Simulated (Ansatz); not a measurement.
# LuHg (Pm-3m): the size of the finite step

```
CELL_PARAMETERS angstrom
3.61723 0.00000 0.00000
0.00000 3.61723 0.00000
0.00000 0.00000 3.61723
ATOMIC_POSITIONS crystal
Lu 0.50000 0.50000 0.50000
Hg 0.00000 0.00000 0.00000
```

The conventional cell has a = 3.617 Å, b = 3.617 Å, c = 3.617 Å, α = 90.00°, β = 90.00°, γ = 90.00°. Lu (atom 1) is surrounded by 8 Hg at 3.13 Å. Hg (atom 2) has 8 Lu at 3.13 Å as nearest neighbours.

Computed, not measured; unless marked otherwise by r²SCAN, PAW on Ansatz 0.2.0's default frozen-core files (fitted under PBE), scalar-relativistic. k mesh 12×12×12, strains of ±0.005, Fermi-Dirac smearing of 0.050 eV, cutoff 500 eV. The cell was relaxed by PAW under this functional.

(1) Elastic constants come from stresses at strains of ±0.005 (two-point stencil): C11 = 114.6, C12 = 64.8, C44 = 49.4 GPa. What does an amplitude of 0.08 give?

Answers

(1) C11 = 112.8, C12 = 68.8, C44 = 46.0 GPa. A large step picks up anharmonic terms.

Caveats: frozen-core PAW files fitted under PBE, their cores solved anew for the functional of the run; responses of metals move with mesh and smearing; no spin-orbit coupling on heavy atoms.
